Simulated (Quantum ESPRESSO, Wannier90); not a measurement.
## MoSe2 (R3m): Wannier90 run

```
CELL_PARAMETERS angstrom
     -1.66007     2.87533     0.00000
     -3.32014     0.00000     0.00000
     -1.66007     0.95844     6.85979
ATOMIC_POSITIONS crystal
  Mo 0.66676 0.66676 0.99972
  Se 0.41385 0.41385 0.75846
  Se 0.25306 0.25306 0.24081
```

Materials Project entry mp-7581; symmetrised, unrelaxed at this level. Not found in the COD (Crystallography Open Database) copy used, which has the formula in other groups; not checked further. Computed values, not measurements, from PBEsol: Quantum ESPRESSO (norm-conserving PseudoDojo potentials, cutoff 69 Ry, no spin polarisation, no spin-orbit coupling) on a Γ-centred 8×8×8 mesh, then Wannier90. Density: 12×12×12 mesh, cold smearing 0.01 Ry. The cell is built of weakly bound layers, chains or molecules, whose nearest atoms lie 4.04 Å apart. Database cells relaxed without dispersion often hold them too far apart, which can enlarge gaps and weakens couplings between them; spacing and stacking were not compared with the measured crystal. Spin-orbit coupling, left out, would split the p-like bands by a few tenths of an eV.

Base run: 11 functions from bands 17-37 of the 37 computed, start hydrogen-like Mo: d; Se: p, centres 0.05 Å off the atoms, frozen window up to 2.59 eV relative to the valence-band maximum, outer window open. One thing is changed at a time; window edges are relative to the valence-band maximum. The misfit compares interpolated bands with pw.x on a high-symmetry path, for states up to 2.1 eV relative to the valence-band maximum. Converged means that the tolerances were met: symmetric starts can stop on a saddle, which shows as a larger Ω_OD at equal Ω_I and can move the misfit too.

Question: Which of these settings interpolates worst among those that finish?
(A) frozen window to 4.59 eV
(B) base
(C) outer window to 6.01 eV
(D) outer window to 4.31 eV
(E) frozen window to 2.09 eV
(F) no frozen window

Answer: F, no frozen window. The whole sweep:

```csv
setting,functions,frozen to (eV),Ω_I (Å²),Ω_D (Å²),Ω_OD (Å²),rms misfit (meV),worst (meV),ended
base,11,2.59,18.80,0.03,1.00,3.4,36,converged
frozen window to 4.59 eV,11,4.59,19.95,0.04,1.19,2.5,13,converged
frozen window to 2.09 eV,11,2.09,18.19,0.03,0.89,3.7,41,converged
no frozen window,11,none,14.12,0.00,0.23,712,1867,converged
outer window to 6.01 eV,11,2.59,19.77,0.03,1.16,2.5,13,converged
outer window to 4.31 eV,11,2.59,19.95,0.04,1.19,2.5,13,converged
```

Runs of this sweep that didn't settle are not listed.
